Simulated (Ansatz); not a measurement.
MoS2:
```cif
data_MoS2
_chemical_formula_sum 'Mo1 S2'
_space_group_name_H-M_alt 'P 1'
_space_group_IT_number 1
_cell_length_a 6.25707
_cell_length_b 6.25707
_cell_length_c 6.25707
_cell_angle_alpha 28.934
_cell_angle_beta 28.934
_cell_angle_gamma 28.934
loop_
_space_group_symop_operation_xyz
  'x, y, z'
loop_
_atom_site_label
_atom_site_type_symbol
_atom_site_fract_x
_atom_site_fract_y
_atom_site_fract_z
_atom_site_occupancy
Mo1 Mo 0.99976 0.99976 0.99976 1
S1 S 0.41948 0.41948 0.41948 1
S2 S 0.24678 0.24678 0.24678 1
```

Relaxed with LDA.

Question: Give the optical modes at the zone centre with their infrared activity from DFPT, LDA (plane waves, PAW; program Ansatz).

Answer: Transverse frequencies, without the LO–TO term; a row sums one degenerate level.

```
ω (cm⁻¹)  degeneracy  IR ((D/Å)²/amu)     activity  symmetry
--------  ----------  ---------------  -----------  --------
292                2             0.00  IR-inactive         E
389                2             1.51           IR         E
414                1             0.00  IR-inactive        A1
470                1             0.50           IR        A1
```

Question: How high does the top mode go among those that the LO–TO term moves?

Answer: 391 cm⁻¹ for q along x, 391 cm⁻¹ for q along y, 473 cm⁻¹ for q along z.

Space group R3m. The cell was relaxed with LDA under the symmetry of its start; of distortions, only those at the zone centre were tested. No spin polarisation was allowed. A crystal of weakly bound layers computed without a dispersion correction: the cell and the soft elastic constants depend strongly on that.

Potentials: the earlier of the program's two PAW sets.
